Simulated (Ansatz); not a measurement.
**Calculated field gradients at the nuclei for Ru at a changed volume**

The cell is a COD entry, relaxed with PBE at fixed cell and then changed (volume scaled by 1.02, ions relaxed).

```yaml
crystal:
  lattice:
    - [2.72372, 0.00000, 0.00000]
    - [-1.36186, 2.35881, 0.00000]
    - [0.00000, 0.00000, 4.31026]
  atoms:
    - { symbol: Ru, position: [0.33333, 0.66667, 0.25000] }
    - { symbol: Ru, position: [0.66667, 0.33333, 0.75000] }
```

Sites (sets of like atoms) are named by element and the number of their first atom in this list.

Computed with Ansatz: DFT, PBE, plane waves and PAW, scalar-relativistic, 420 eV cutoff, Γ-centred 20×20×11 k-points, Fermi–Dirac smearing 0.05 eV.

V_zz is the principal component of the electric field gradient with the largest magnitude, η = (V_xx − V_yy)/V_zz and C_Q = eQV_zz/h.

⁹⁹Ru: I = 5/2, Q = 79.00 mb. Nuclear quadrupole moments: year-2017 set (Pyykkö).

Problem. Give the quadrupolar parameters of the distinct sites.

Solution. 

| site | atoms (order as listed) | first shell | V_xx, V_yy, V_zz (10²¹ V/m²) | η | C_Q (MHz) |
| --- | --- | --- | --- | --- | --- |
| Ru | 1, 2 | 12 Ru at 2.67–2.72 Å | 0.57, 0.57, -1.14 | 0.00 | -2.19 |

An axis of threefold or higher order runs through Ru, so V_zz lies along it and η is zero.

The run finds no gap above 0.1 eV (a metal, or nearly one), so the gradients can move by 10 % or more with the k-mesh. Without spin–orbit coupling (the program notes it for Ru) the gradients can shift somewhat, as the gap is small. With these PAW files V_zz is typically within 2 to 3 % of all-electron values, but misses above 10 % occur on Ru.
